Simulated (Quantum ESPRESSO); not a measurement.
# Planted mistakes on one cell of Si2BO5F

These are calculations, not measurements. They come from pw.x of Quantum ESPRESSO 7.5, a plane-wave density functional program, with PseudoDojo standard norm-conserving files (v0.5 for PBE, v0.4.1 for LDA and PBEsol). The cells are made up: elements, strain and atom displacements were drawn at random, and nothing was relaxed. There is no spin polarisation, spin-orbit coupling or dispersion term.

The cell has 9 sites of a quartz lattice. Sites 1 to 3 hold Si Si B; sites 4 to 9 hold O O O O O F. Cell vectors in Å: (5.176, 0.025, 0.074); (-2.567, 4.476, -0.043); (0.081, -0.009, 5.704). Settings: PBE, cutoff 1143 eV, 5 x 5 x 4 k mesh shifted by half a step, Fermi-Dirac smearing of 0.025 eV.

The intended run has a self-consistency threshold of 1e-07 eV, a smearing term of 0.000 eV, a pressure of -19.81 GPa and 12 iterations. Each further run changes one thing: all lengths scaled by 1.0131; atoms of sites 7 and 9 exchanged; cutoff 656 eV; files of PBEsol; k mesh 1 x 1 x 1; one electron removed; smearing 0.85 eV; threshold 0.2 eV. A coarse mesh keeps the shift, and a charged cell sits in a uniform background.

| run | change of free energy (eV) | smearing term -TS (eV) | change of P (GPa) | largest change of a force component (eV/Å) | iterations |
| --- | --- | --- | --- | --- | --- |
| A | 9.875 | 0.000 | -2.27 | 0.169 | 13 |
| B | -0.701 | -2.469 | 4.06 | 0.961 | 13 |
| C | 0.022 | 0.000 | -0.19 | 0.909 | 13 |
| D | 0.692 | 0.000 | -2.37 | 0.740 | 12 |
| E | -0.696 | -0.024 | -9.25 | 1.661 | 16 |
| F | 0.341 | 0.000 | -0.23 | 6.621 | 12 |
| G | 5.403 | 0.000 | -29.96 | 0.114 | 13 |
| H | 0.012 | 0.000 | 0.99 | 0.139 | 5 |

A rerun of the intended cell at 1437 eV and k mesh 7 x 7 x 6 moved values by no more than 0.002 eV in the cell's energy, 0.03 GPa in stress and 0.002 eV/Å in force.

Question: which change belongs to which run?

## Worked reading

Run H has the fewest iterations, as a run stopped early does. Run B has the largest smearing term, as wide smearing gives. Run G has a higher energy and the largest fall in pressure, as too small a basis gives. Run D changes the volume by a factor of 1.0398; minus its pressure change over the logarithm of that factor, 61 GPa, is a rough bulk modulus with clamped atoms. Energies from files of another functional, or of a charged cell, have another zero and say nothing on stability; the pressure of a charged cell rests on the program's zero of potential too.

## Key

```
run                            change
  A                   files of PBEsol
  B                  smearing 0.85 eV
  C                  k mesh 1 x 1 x 1
  D      all lengths scaled by 1.0131
  E              one electron removed
  F  atoms of sites 7 and 9 exchanged
  G                     cutoff 656 eV
  H                  threshold 0.2 eV
```